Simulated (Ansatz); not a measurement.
**Zone-centre phonons of WSe₃: input and output**

Method: DFT PBE, scalar-relativistic, plane waves, PAW in Ansatz 0.2.0.

Launched with:
```bash
ansatz run input.yaml --threads 2 --pin off --max-ram 7168MiB --backend cpu --events-out ev --progress --plain --runs-dir out
```

Input (bare energies are in eV):
```yaml
crystal:
  lattice:
    - [4.947632348, 0.0, 0.0]
    - [0.0, 4.947632348, 0.0]
    - [0.0, 0.0, 4.947632348]
  atoms:
    - { symbol: W, position: [0.0, 0.0, 0.0] }
    - { symbol: Se, position: [0.0, 0.0, 0.5] }
    - { symbol: Se, position: [0.0, 0.5, 0.0] }
    - { symbol: Se, position: [0.5, 0.0, 0.0] }
basis:
  ecutwfc: 420
kpoints:
  mp_grid: { grid: [8, 8, 8] }
hamiltonian:
  xc: pbe
scf:
  occupations: { method: fermi_dirac, width: 0.15 }
output:
  eigenvalues: true
phonons:
  method: dfpt
  eigenvectors: true
```

Results section of the output:
```
--- Phonons (Γ-DFPT): 3 representative perturbations + reference, on 125 of 512 k-points (Σ response iterations 9) ---
  k mesh reduced under 8 symmetry operations, with k and −k counted as one. Each operation leaves every solved displacement unchanged or reverses it
  ASR residual: 1.279e-3 → 0.000e0 eV/Å²; symmetrization residual: 7.319e-6 eV/Å²
  ASR residual per site (eV/Å²): 1.28e-3 6.10e-5 6.10e-5 6.10e-5
  Γ frequencies (cm⁻¹): -58.21 -58.21 -58.21 0.00 0.00 0.00 38.76 38.76 38.76 223.32 223.32 223.32
  non-analytic LO–TO correction: not included (Born effective charges unavailable; polar crystals: no LO–TO splitting at Γ)
```

The run took 100 s on 2 threads of Intel(R) Xeon(R) Platinum 8375C CPU @ 2.90GHz (Ice Lake), with other jobs on the host, peak memory 1.9 GiB.

Its imaginary modes show that this cell, built by swapping an element in a database structure, isn't a minimum of the energy. In a metal, frequencies and elastic constants depend on the k mesh and the smearing, soft modes and shear constants most. Spin–orbit coupling is left out, which matters for heavy elements. A semilocal functional can close a gap that the real compound has.

Negative frequencies stand for imaginary ones: the cell is unstable against these modes.